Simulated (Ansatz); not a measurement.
Data:

TiO$_{2}$ (rutile)

```
CELL_PARAMETERS angstrom
      4.64343     0.00000     0.00000
      0.00000     4.64343     0.00000
      0.00000     0.00000     2.96381
ATOMIC_POSITIONS crystal
  Ti 0.00000 0.00000 0.00000
  Ti 0.50000 0.50000 0.50000
  O  0.30513 0.30513 0.00000
  O  0.80513 0.19487 0.50000
  O  0.19487 0.80513 0.50000
  O  0.69487 0.69487 0.00000
```

Scan: atom 2 (Ti, nearest neighbour O at 1.958 Å; its periodic images, 3.0 Å or more away, move with it) is displaced along Cartesian [110], direction (0.707, 0.707, 0.000) in Cartesian axes, by s. The other atoms stay.

These are PBE (plane waves to 420 eV, PAW, scalar-relativistic; Ansatz, a quantum-chemistry and plane-wave program) values and carry that method's errors. k mesh 6×6×9 (Γ-centred), Fermi-Dirac smearing 0.05 eV. The energy includes the smearing's −TS. TiO2 is run without spin polarisation. TiO2 was relaxed with its symmetry unable to fall. The zero of ΔE is the undisplaced structure.

The scan covers s from -0.200 to 0.200 Å in 11 points.

Is this a single well or a double well?

A single well with its minimum at or next to zero displacement.

Is the energy the same for equal positive and negative displacements?

Even: the same for both signs. With its periodic images moving along, the atom's site symmetry in this cell is mmm.

(For displaced atoms, the force is minus the slope of the energy, and its curvature is a force constant, which sets phonon frequencies.)
